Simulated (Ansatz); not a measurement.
The slice is one period of a {100} plane through atoms; its size isn't given.

Calculation: PBE (plane waves to 420 eV, PAW, scalar-relativistic; Ansatz, a quantum-chemistry and plane-wave program). Near the nuclei the fields are pseudised (PAW); where an atom keeps semicore shells as valence, they peak there.

```
|99987654443444567899|
|99887654444444567889|
|88876554444444556788|
|77765555555555555677|
|66655555666665555566|
|55555556667666555555|
|44445566777776655444|
|44445667777777665444|
|34445667766677665444|
|33445677760677765443|
|34445667766677665444|
|44445667777777665444|
|44445566777776655444|
|55555556667666555555|
|66655555666665555566|
|77765555555555555677|
|88876554444444556788|
|99887654444444567889|
|99987654443444567899|
|99987654433344567899|
```
Scale: ten equal steps from -3.00 (start of '0') to 1.32 (end of '9'), in the order '0123456789'. Values: log₁₀ of the valence density in e/Å³. The map has 20 points along u (one character each, u = 0 at the left) and 20 along v (v = 0 in the bottom row). The scale is logarithmic, as a density can span decades between atoms and voids; values under 0.001 e/Å³ are set to 0.001.

```
|xxx*=:.       .:=*xx|
|xx*+-:    .    :-+*x|
|**+=:.  .---.  .:=+*|
|==-:. .:+###+:. .:-=|
|:::. .-*%@@@%*-. .::|
|..  .-#@@@@@@@#-.  .|
|    :*@@@@@@@@@*:   |
|   .+%@@@xxx@@@%+.  |
|   -#@@@xxxxx@@@#-  |
|  .-#@@@xxxxx@@@#-. |
|   -#@@@xxxxx@@@#-  |
|   .+%@@@xxx@@@%+.  |
|    :*@@@@@@@@@*:   |
|..  .-#@@@@@@@#-.  .|
|:::. .-*%@@@%*-. .::|
|==-:. .:+###+:. .:-=|
|**+=:.  .---.  .:=+*|
|xx*+-:    .    :-+*x|
|xxx*=:.       .:=*xx|
|xxx*=:.       .:=*xx|
```
Scale: ten equal steps from 0.03 (start of ' ') to 0.87 (end of '@'), in the order ' .:-=+*#%@'. Values: electron localisation function (ELF). The map has 20 points along u (one character each, u = 0 at the left) and 20 along v (v = 0 in the bottom row). Points within 0.5 Å of a nucleus are blanked (x), as the pseudised field means little there.

Q: Which relaxed crystal do these maps come from?
A. AgCl (rock salt)
B. TaC (rock salt)
C. RbCl (rock salt)

A: A, AgCl (rock salt). Atoms on the slice: Cl at (0.50, 0.50); Ag at (0.00, 0.00)

All were relaxed with their symmetry unable to fall. Spin-orbit coupling is left out. TaC is run without spin polarisation.
